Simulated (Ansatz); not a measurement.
## Mn3Sn, first-principles data

Mn3Sn:
```cif
data_Mn12Sn4
_chemical_formula_sum 'Mn12 Sn4'
_space_group_name_H-M_alt 'P 1'
_space_group_IT_number 1
_cell_length_a 4.66586
_cell_length_b 5.74116
_cell_length_c 9.92540
_cell_angle_alpha 90.000
_cell_angle_beta 90.000
_cell_angle_gamma 90.000
loop_
_space_group_symop_operation_xyz
  'x, y, z'
loop_
_atom_site_label
_atom_site_type_symbol
_atom_site_fract_x
_atom_site_fract_y
_atom_site_fract_z
_atom_site_occupancy
Mn1 Mn 0.25000 0.75154 0.91306 1
Mn2 Mn 0.75000 0.50000 0.35007 1
Mn3 Mn 0.25000 0.24846 0.91306 1
Mn4 Mn 0.75000 0.24846 0.08694 1
Mn5 Mn 0.25000 0.50000 0.64993 1
Mn6 Mn 0.75000 0.75154 0.08694 1
Sn1 Sn 0.25000 0.50000 0.16879 1
Sn2 Sn 0.75000 0.50000 0.83121 1
Mn7 Mn 0.25000 0.25154 0.41306 1
Mn8 Mn 0.75000 0.00000 0.85007 1
Mn9 Mn 0.25000 0.74846 0.41306 1
Mn10 Mn 0.75000 0.74846 0.58694 1
Mn11 Mn 0.25000 0.00000 0.14993 1
Mn12 Mn 0.75000 0.25154 0.58694 1
Sn3 Sn 0.25000 0.00000 0.66879 1
Sn4 Sn 0.75000 0.00000 0.33121 1
```
The run is spin-polarised; directions of the spins, atom by atom: ↑ ↑ ↑ ↑ ↑ ↑ 0 0 ↓ ↓ ↓ ↓ ↓ ↓ 0 0.

Space group Cmcm (No. 63); conventional cell a = 5.741 Å, b = 9.925 Å, c = 4.666 Å, α = β = γ = 90.00°.

Method: r²SCAN (plane waves, PAW; program Ansatz). Structure relaxed to zero pressure with the same functional. Other levels are named where they apply.

**Cell and energy**

| Item | Value |
|---|---|
| Volume per atom | 16.62 Å³ |
| Density | 7.08 g/cm³ |
| Formation energy from the elements (no fitted shifts) | -0.037 eV/atom |

**Electronic structure**

| Item | Value |
|---|---|
| Electronic character | metallic (no gap) |
| Density of states at the Fermi level | 0.87 states/eV per atom (mean over ±0.08 eV) |

**Magnetism**

| Property | Value |
|---|---|
| Magnetic order | antiferromagnetic |
| Net moment | 0.00 μB per atom |

**Mechanics**

| Quantity | Result |
|---|---|
| Bulk modulus (Birch–Murnaghan fit) | 66.8 GPa |
| Pressure derivative B′ | 1.5 |

**Charges**

| Quantity | Value |
|---|---|
| Bader charges | Mn +0.21 to +0.26, Sn -0.73 e |

The workflow started from an entry of the Crystallography Open Database (COD); the relaxed space group is not among those it files for this formula. COD files the formula under space group No. 194. Its standing as an ambient phase is unchecked. Symmetry was held in the r²SCAN relaxation, as lowered by the spin order; its stability against distortions is not shown here. Magnetic state: antiferromagnetic, chosen from 5 collinear starts compared on coarse meshes (ties went to the first, and starts can fall back to one state), not a proven ground state. The program gave a warning on the electronic state, which may not be the lowest. For itinerant 3d metals, meta-GGAs of the SCAN family and hybrids are commonly reported to give too large moments. Point labels and valley counts follow the cell and symmetry of the run, lower than the named group. Axis ratios of metals converge slowly with the k-mesh, so a and c are less sure than the volume. The references are the lowest solids computed at this level, not always the standard phases. The manganese reference at this level is a Cmcm phase, not α-Mn. Spin–orbit coupling is left out wherever it is not named.

Potentials: the later of the program's two PAW sets.
